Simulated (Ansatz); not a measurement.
# NaF (rock salt), generalised stacking-fault energy along a line

Generalised stacking fault of NaF (rock salt) on the {100} plane. The cell below holds the perfect crystal with the plane normal along z; tilting its third vector by the shift puts one fault into each cell, between planes 2.35 Å apart, at fixed cell height.

```
NaF
1.0
    3.32451     0.00000     0.00000
    0.00000     3.32451     0.00000
    1.66225     1.66225     7.05235
F Na
3 3
Direct
  0.00000   0.00000   0.83333
  0.33333   0.33333   0.16667
  0.66667   0.66667   0.50000
  0.50000   0.50000   0.83333
  0.83333   0.83333   0.16667
  0.16667   0.16667   0.50000
```

In-plane vectors a = (3.325, 0.000) Å, b = (0.000, 3.325) Å, area 11.05 Å². The shift is s times the vector a + b (length 4.702 Å), so s = 1 restores the start. Atoms relax along the normal only. γ = [E(shift) − E(0)] / area.

These are PBE (plane waves to 420 eV, PAW, scalar-relativistic; Ansatz, a first-principles code) values and carry that method's errors. k mesh 9×9×9 (Γ-centred), Fermi-Dirac smearing 0.05 eV. E is the zero-smearing estimate. Compression counts positive. Some relaxations began with atoms very close together and may have settled on another branch. Faults lie only 7.1 Å apart, and holding the cell height raises γ above its relaxed value. NaF was relaxed with its symmetry unable to fall. The relaxed volume of NaF is well above the measured one; the method has no dispersion term. The zero of γ is zero shift.

```
shift (Å)  γ (mJ/m²)  σ normal to the fault (GPa)
---------  ---------  ---------------------------
0.000              0                          0.0
0.392             88                          0.1
0.784            342                          1.4
1.175            684                          4.7
1.567            989                          8.5
1.959           1191                         11.2
2.351           1261                         12.2
2.743           1191                         11.2
3.134            989                          8.5
3.526            684                          4.7
3.918            342                          1.4
4.310             88                          0.1
```

Derived quantities:

- Highest computed γ on the line: 1261 mJ/m²
- Position of the highest point: s = 0.500
- Local minima between the ends: no computed point is one
- Steepest slope dγ/d(shift) before the first maximum (spline): 8.9 GPa

The 12 points together took around 13 core-minutes (rough).

(The slope of γ gives the shear force per area between the displaced halves; near zero shift its curvature is an elastic stiffness.)
